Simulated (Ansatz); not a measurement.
A geometry of O2 away from equilibrium: step 2 of the relaxation of a generated cell, O2 built in the AFLOW prototype A_mC4_12_i. Calculation: r2SCAN (plane waves to 500 eV, PAW, scalar-relativistic; Ansatz, a quantum-chemistry and plane-wave program). Γ-centred k-mesh 8×8×6 on the run's cell (coarser than for final values), Fermi–Dirac smearing 0.05 eV. The plane waves were selected for a different cell earlier on the path.

```xyz
2
Lattice="2.7465 -1.7298 0.0032 2.7465 1.7298 0.0032 -2.0121 0.0000 3.7703" Properties=species:S:1:pos:R:3 pbc="T T T"
O      3.4333     0.0000     3.1607
O      0.0476     0.0000     0.6160
```
Spin-polarised start, with parallel moments on O.

Task: Give the Cartesian forces on all atoms (eV/Å).

Result: 
```
atom     Fx    Fy     Fz
----  -----  ----  -----
O1     0.14  0.00   2.00
O2    -0.14  0.00  -2.00
```

The path ends in C2/m (No. 12). Spin state reached: ferromagnetic (net 1.00 μB/atom), from parallel starting moments; other spin orders were not run from this start. One molecule in the cell forces parallel spins. No dispersion correction is included, so spacings between layers, chains or molecules are soft and tend to come out too large.

The run could not lose the symmetry of its start.
